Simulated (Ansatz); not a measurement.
Below is a relaxed structure of Ta₂PtS₄. The cell was found from a structure generator's guess, not taken from experiment.

Method: DFT PBE, scalar-relativistic, plane waves, PAW in Ansatz 0.2.0. Cutoff 420 eV, Γ-centred mesh, Gaussian smearing, collinear spin.

```xyz
7
Lattice="8.1404 0.0000 0.0000 0.0000 8.1404 0.0000 0.0000 0.0000 3.3285" Properties=species:S:1:pos:R:3 pbc="T T T"
Ta    4.0702    0.0000    0.0000
Ta    0.0000    4.0702    0.0000
Pt    4.0702    4.0702    1.6643
S     6.4221    4.0702    1.6643
S     1.7183    4.0702    1.6643
S     4.0702    6.4221    1.6643
S     4.0702    1.7183    1.6643
```

The zero of energy is the elements' standard structures at the same level; no fitted shifts are applied.

Q: Find its symmetry and describe it.

A: P4/mmm (No. 123). Conventional cell: a = 8.140 Å, c = 3.329 Å. Around Ta lie 4 S at 2.39 Å; Pt is surrounded by 4 S at 2.35 Å; S has 1 Pt at 2.35 Å and 2 Ta at 2.39 Å.

Q: How far does it lie from the elements in energy?

A: −0.17 eV/atom. Whether it is stable depends on the other phases of the system, which aren't compared here.

Q: Is it a metal?

A: Yes, bands cross the Fermi level on the 6×6×12 mesh.

Q: Which magnetic moments does it keep?

A: 0.34 μB per atom net, the space between the atoms included; by site: Ta 0.5 (×2) μB.

The last run used collinear spin, a 6×6×12 mesh (in the run's order of axes) for its 7-atom cell and Gaussian smearing of 0.10 eV. Spin–orbit coupling, which can matter for Pt and Ta, is left out. The reference form of S is held partly by dispersion forces, which this level lacks. Another magnetic order may lie lower. Symmetry constrained the relaxation, so the result can be a saddle point.
